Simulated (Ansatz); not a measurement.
Sb (simple cubic, space group No. 221), a = b = c = 3.0406 Å, α = β = γ = 90.00°.

This is the LDA-relaxed structure.

Problem. All from LDA in the plane-wave PAW code Ansatz, unless another level is named. Give the electronic character.

Solution. metallic (no gap).

Problem. Next, the density of states at the Fermi level?

Solution. 0.48 states/eV per atom (mean over ±0.08 eV).

Space group Pm-3m (simple cubic). The workflow started from a Materials Project entry (that database holds measured and hypothetical structures alike); the Crystallography Open Database files this formula in space group No. 221, but the cells were not matched. It is not the phase usual at ambient conditions (space group No. 166). The LDA relaxation kept the symmetry of its start; whether a distortion lowers the energy is not shown. Spin–orbit coupling is left out wherever it is not named.

Potentials: the later of the program's two PAW sets.
